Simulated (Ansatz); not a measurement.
Ansatz input

```yaml
crystal:
  lattice:
    - [3.8231582425, 0.0, 0.0]
    - [0.0, 3.8231582425, 0.0]
    - [0.0, 0.0, 3.8231582425]
  atoms:
    - { symbol: Sr, position: [0.0, 0.0, 0.0] }
hamiltonian:
  xc: r2scan
  pseudopotentials:
    kind: paw
    azcp:
      Sr: "pseudopotentials/Sr.paw.azcp"
basis:
  ecutwfc: 500
  fft_grid_basis: typed
kpoints:
  mp_grid: { grid: [14, 14, 14], shift: [0, 0, 0] }
magnetization:
  spin_polarized: false
scf:
  occupations: { method: fermi_dirac, width: 0.1 }
```

and its output:

```
Engine: ansatz 0.2.0, x86_64-unknown-linux-gnu
Pseudopotentials: kind: paw
Pseudopotential: Sr, paw, valence charge 10, recommended cutoff 500 eV (meta_gga) 
Functional definition: r2SCAN
  parameter k0 = 0.174
  parameter k1 = 0.065
  parameter a1 = 4.9479
  exchange = r2scan_x(k0 = k0, k1 = k1, a1 = a1)
  correlation = r2scan_c
Crystal: 1 atoms, lattice volume = 55.881 Å³
Basis set: ecut = 500 eV, 1365 PW (Γ), exchange–correlation on 120×120×120 points (64 copies of the dense FFT grid, shifted against one another)
Bands: 9, of which v1, the nominal top of the filled ones, is band 5 counted from 1 (4 counted from 0)
Symmetry: 48 space group operations
Space group: Pm-3m (ITA 221), of the structure as read, at distance tolerance 3.8e-5 Å
k-points: 120 of 2744
Non-local potential: Sr, projectors of the file, l = 0: 3, l = 1: 2, l = 2: 2
PAW form: soft (Blöchl's): semilocal exchange-correlation on the pseudo side does not see the compensation charge
PAW frozen core: Sr, regenerated for the run's functional (the file was generated under x = pbe(κ = 0.804, μ = 0.2195149727645171), c = pbe(β = 0.06672455060314922))
PAW one-centre angular grid: Sr, 302 points (default); XC on 160 Gauss nodes
Initial density: superposition of atomic densities (neutral atoms: chi_scale 0, normalization atom), corrected by the library's trained network
Initial wavefunctions: pseudopotential atomic-orbital guess
Functional: x = r2scan, c = r2scan; τ floored in thin density (d = 2e-4 eV/Å³)
SCF iter   1: F=—  HF=-3554.723186 eV  |F-HF|=—  |Δ(HF+E_count)|=         —  Δρ=3.65e-3  dr2=1.61e-2  dr2_τ=2.10e-3  ethr=1.77e-3  ⟨swp⟩=6.8  Hψ=10085  notcnv=0
SCF iter   2: F=—  HF=-3554.755358 eV  |F-HF|=—  |Δ(HF+E_count)|=   3.22e-2  Δρ=3.01e-3  dr2=1.11e-2  dr2_τ=9.41e-5  ethr=1.61e-4  ⟨swp⟩=3.0  Hψ=3004  notcnv=0
SCF iter   3: F=—  HF=-3554.755837 eV  |F-HF|=—  |Δ(HF+E_count)|=   4.79e-4  Δρ=1.21e-3  dr2=2.54e-3  dr2_τ=9.79e-5  ethr=1.11e-4  ⟨swp⟩=1.5  Hψ=1160  notcnv=0
SCF iter   4: F=—  HF=-3554.755219 eV  |F-HF|=—  |Δ(HF+E_count)|=   6.17e-4  Δρ=8.54e-4  dr2=2.11e-4  dr2_τ=1.34e-5  ethr=2.54e-5  ⟨swp⟩=2.8  Hψ=1596  notcnv=0
SCF iter   5: F=—  HF=-3554.755328 eV  |F-HF|=—  |Δ(HF+E_count)|=   1.09e-4  Δρ=3.41e-4  dr2=6.17e-5  dr2_τ=2.02e-5  ethr=2.11e-6  ⟨swp⟩=2.3  Hψ=1622  notcnv=0
SCF iter   6: F=—  HF=-3554.755389 eV  |F-HF|=—  |Δ(HF+E_count)|=   6.04e-5  Δρ=1.73e-4  dr2=1.62e-5  dr2_τ=2.78e-7  ethr=6.17e-7  ⟨swp⟩=2.0  Hψ=1256  notcnv=0
SCF iter   7: F=—  HF=-3554.755395 eV  |F-HF|=—  |Δ(HF+E_count)|=   6.40e-6  Δρ=3.60e-5  dr2=5.76e-7  dr2_τ=1.86e-8  ethr=1.62e-7  ⟨swp⟩=1.9  Hψ=1214  notcnv=0
SCF iter   8: F=-3554.755395 eV  HF=-3554.755395 eV  |F-HF|=7.02e-9  |Δ(HF+E_count)|=   2.06e-7  Δρ=4.39e-6  dr2=6.52e-9  dr2_τ=2.45e-9  ethr=1.00e-9  ⟨swp⟩=1.0  Hψ=3081  notcnv=0
SCF 1 converged in 8 iterations: F = -3554.755395 eV  dr2 = 6.52e-9
SCF converged after 8 iterations
Free energy (F): -3554.755395 eV
Harris-Foulkes:  -3554.755395 eV  (|F-HF|=7.02e-9)
Internal energy: -3554.724730 eV  (E = F + TS)
E sigma→0 (E₀):  -3554.740062 eV
Entropy (-TS):   -0.030666 eV (-30.666 meV/atom)
Fermi energy:    4.870394 eV
--- Per-component energies (eV) ---
  E_band       = -147.256786
  E_kinetic    = 242.062349
  E_local      = -789.970701  (includes V_loc(G=0)·N_el)
  E_nonlocal   = 201.777388
  E_hartree    = 202.687588
  E_xc         = -161.132220
  E_vxc        = -174.173428  (∫ρ·V_xc dr)
  E_paw        = -2715.679441  (= ΣΔE_a)
  E_vpaw       = -41.610931  (= ΣTr[D̂ρ^β])
  E_aug_tail   = -0.000001  (compensation charges beyond the density's cutoff)
  E_vtau       = 9.284693  (kinetic-family band-sum trace: ∫τ·v_τ [+ j·A + Jᵃ·Aᵃ] dr)
  E_ewald      = -534.323656
  E_core_change = -0.146037  (= ΣΔE_core)
  E_smearing   = -0.030666  (= −TS)
  E_closure    = -0.000000  (closes the sum)
  Σ components = -3554.755395   (vs F -3554.755395, Δ=0.00e0)
```

Command:

```sh
ansatz run input.yaml --threads 1 --pin off --max-ram 3584MiB --backend cpu --events-out ev --progress --plain --runs-dir out
```

On 1 thread of Intel(R) Xeon(R) Platinum 8259CL CPU @ 2.50GHz (Skylake/Cascade Lake) (shared host) this took about 12 s of wall time and 12 s of CPU time.
